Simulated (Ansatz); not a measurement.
An Ansatz (a quantum-chemistry and plane-wave program) run. Input:

Ansatz 0.2 input:
```yaml
crystal:
  lattice:
    - [2.8095749529, 1.6221088554, 4.6784570555]
    - [-2.8095749529, 1.6221088554, 4.6784570555]
    - [0.0, -3.2442177107, 4.6784570555]
  atoms:
    - { symbol: Y, position: [0.5233710071, 0.5233710071, 0.5233710071] }
    - { symbol: Y, position: [0.0233710071, 0.0233710071, 0.0233710071] }
    - { symbol: Ta, position: [0.7923932189, 0.7923932189, 0.7923932189] }
    - { symbol: Ta, position: [0.2923932189, 0.2923932189, 0.2923932189] }
    - { symbol: N, position: [0.9616732405, 0.1400423504, 0.5642101831] }
    - { symbol: N, position: [0.5642101831, 0.9616732405, 0.1400423504] }
    - { symbol: N, position: [0.1400423504, 0.5642101831, 0.9616732405] }
    - { symbol: N, position: [0.0642101831, 0.6400423504, 0.4616732405] }
    - { symbol: N, position: [0.6400423504, 0.4616732405, 0.0642101831] }
    - { symbol: N, position: [0.4616732405, 0.0642101831, 0.6400423504] }
kpoints:
  mp_grid: { grid: [9, 9, 9] }
hamiltonian:
  xc: r2scan
  pseudopotentials: { azcp: { folder: ./paw }, kind: paw }
scf:
  occupations: { method: gaussian, width: 0.05 }
checkpoint: { read: metal.run }
output: { write_density: true, elf: true, volumetric_format: npy }
basis: { fft_grid_basis: typed }
```

Output (shortened):

```
Pseudopotential: Y, paw, valence charge 11
Pseudopotential: Ta, paw, valence charge 13
Pseudopotential: N, paw, valence charge 5
Functional definition: r2SCAN
Crystal: 10 atoms, lattice volume = 127.931 Å³
Basis set: ecut = 500 eV, 3227 PW (Γ), exchange–correlation on 180×180×180 points (64 copies of the dense FFT grid, shifted against one another)
Bands: 59, of which v1, the nominal top of the filled ones, is band 39 counted from 1 (38 counted from 0)
Symmetry: 6 space group operations
Space group: R3c (ITA 161), of the structure as read, at distance tolerance 5.0e-5 Å
k-points: 85 of 729 (time reversal used)
Stability of the state it starts from, as read at its close in the unpolarized treatment …
iter 1 solved again at ethr=7.56e-9 eV; its pass at ethr=3.10e-3 eV (dr2=5.90e-6 eV) is discarded
SCF iter   1: F=—  HF=-29931.077757 eV  |F-HF|=—  |Δ(HF+E_count)|=         —  Δρ=3.26e-7  dr2=1.35e-10  dr2_τ=8.80e-12  ethr=7.56e-9  ⟨swp⟩=3.9  Hψ=34655  notcnv=0
preconditioner: auto → Kerker (q_TF=auto, 2.512 Å⁻¹)
SCF iter   2: F=-29931.077757 eV  HF=-29931.077757 eV  |F-HF|=3.64e-12  |Δ(HF+E_count)|=   6.64e-8  Δρ=1.33e-7  dr2=1.96e-11  dr2_τ=1.19e-11  ethr=1.00e-12  ⟨swp⟩=7.8  Hψ=17547  notcnv=0
SCF 1 converged in 2 iterations: F = -29931.077757 eV  dr2 = 1.96e-11
SCF converged after 2 iterations
Free energy (F): -29931.077757 eV
Harris-Foulkes:  -29931.077757 eV  (|F-HF|=3.64e-12)
Internal energy: -29931.065441 eV  (E = F + TS)
E sigma→0 (E₀):  -29931.071599 eV
Entropy (-TS):   -0.012316 eV (-1.232 meV/atom)
Fermi energy:    11.834621 eV
--- Per-component energies (eV) ---
  E_band       = -449.358902
  E_kinetic    = 2181.747643
  E_local      = -3368.545645  (includes V_loc(G=0)·N_el)
  E_nonlocal   = 242.281024
  E_hartree    = 1146.617680
  E_xc         = -1313.084367
  E_vxc        = -1479.509779  (∫ρ·V_xc dr)
  E_paw        = -23104.908171  (= ΣΔE_a)
  E_vpaw       = -397.980665  (= ΣTr[D̂ρ^β])
  E_aug_tail   = 0.000135  (compensation charges beyond the density's cutoff)
  E_vtau       = 79.413068  (kinetic-family band-sum trace: ∫τ·v_τ [+ j·A + Jᵃ·Aᵃ] dr)
  E_ewald      = -5713.175371
  E_core_change = -1.998369  (= ΣΔE_core)
  E_smearing   = -0.012316  (= −TS)
  E_closure    = 0.000000  (closes the sum)
  Σ components = -29931.077757   (vs F -29931.077757, Δ=0.00e0)
  [band-id]    e_kinetic+e_local+e_nonlocal+2·e_hartree+e_vxc+e_vpaw+e_augmentation_tail+e_vtau = -449.358860   (vs E_band -449.358902, Δ=4.24e-5)
--- Band table (eV; the first three rows and the last of 85) ---
  k-point 0: bands = ["-57.1502", "-57.1483", "-30.5612", "-30.5399", "-23.0988", "-23.0924", "-23.0924", "-23.0436", "-23.0387", "-23.0387", "-10.1057", "-10.0923", "-10.0923", "-9.9577", "-9.9228", "-9.9228", "-3.3853", "-1.7852", "-1.7852", "-0.9640", …
  k-point 1: bands = ["-57.1501", "-57.1484", "-30.5606", "-30.5405", "-23.0973", "-23.0909", "-23.0909", "-23.0453", "-23.0404", "-23.0401", "-10.1057", "-10.0878", "-10.0834", "-9.9677", "-9.9290", "-9.9284", "-3.3007", "-1.7701", "-1.7635", "-1.0351", …
  k-point 2: bands = ["-57.1500", "-57.1486", "-30.5589", "-30.5424", "-23.0928", "-23.0863", "-23.0862", "-23.0502", "-23.0452", "-23.0443", "-10.1012", "-10.0749", "-10.0637", "-9.9945", "-9.9444", "-9.9442", "-3.0625", "-1.7241", "-1.7007", "-1.2211", …
  k-point 84: bands = ["-57.1493", "-57.1492", "-30.5513", "-30.5502", "-23.0834", "-23.0750", "-23.0719", "-23.0634", "-23.0600", "-23.0515", "-10.0927", "-10.0718", "-10.0304", "-10.0073", "-9.9895", "-9.9633", "-2.2833", "-2.1490", "-1.4995", "-1.4479", …
```

Cost: about 70 core-seconds (a rough figure) on shared cores.

The start of the workflow was typed in or built on a structure type; neither database checked (COD, Materials Project) lists it. Its standing as an ambient phase is unchecked. Symmetry was held in the r²SCAN relaxation; whether a distortion lowers the energy is not shown. No spin polarisation was allowed. Scalar-relativistic: spin–orbit coupling is off unless named, which matters more the heavier the elements.

Potentials: the earlier of the program's two PAW sets.

Ansatz is a plane-wave DFT program.
